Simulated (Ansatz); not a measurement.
LaCu2:
```cif
data_Cu2La
_chemical_formula_sum 'La1 Cu2'
_space_group_name_H-M_alt 'P6/mmm'
_space_group_IT_number 191
_space_group_name_Hall '-P 6 2'
_cell_length_a 4.30016
_cell_length_b 4.30016
_cell_length_c 3.86582
_cell_angle_alpha 90.000
_cell_angle_beta 90.000
_cell_angle_gamma 120.000
loop_
_atom_site_label
_atom_site_type_symbol
_atom_site_symmetry_multiplicity
_atom_site_Wyckoff_symbol
_atom_site_fract_x
_atom_site_fract_y
_atom_site_fract_z
_atom_site_occupancy
La1 La 1 a 0.00000 0.00000 0.00000 1
Cu1 Cu 2 d 0.33333 0.66667 0.50000 1
```

Relaxed at zero pressure with the program Ansatz at the r²SCAN level (PAW).

Problem. The volume is lowered by 6 % and shape and atoms relax at that volume. What pressure results, and how do the axes share the change?

Solution. 4.9 GPa; a -1.4 %, b -1.4 %, c -3.4 %; the energy rises by 18 meV/atom.

Problem. Give the new structure.

Solution. 
Space group P6/mmm (No. 191); a = b = 4.2410 Å, c = 3.7359 Å, α = β = 90.00°, γ = 120.00°

```tsv
atom	site	symmetry	x	y	z
La	1a	6/mmm	0.0000	0.0000	0.0000
Cu	2d	-6m2	0.3333	0.6667	0.5000
```

The phase is kept; no other phase was compared at this pressure.

The workflow started from an entry of the Crystallography Open Database (COD). Its standing as an ambient phase is unchecked. Symmetry was held in the r²SCAN relaxation; whether a distortion lowers the energy is not shown. The run is not spin-polarised. Axis ratios of metals converge slowly with the k-mesh, so a and c are less sure than the volume. Scalar-relativistic: spin–orbit coupling is off unless named, which matters more the heavier the elements.

Potentials: the later of the program's two PAW sets.
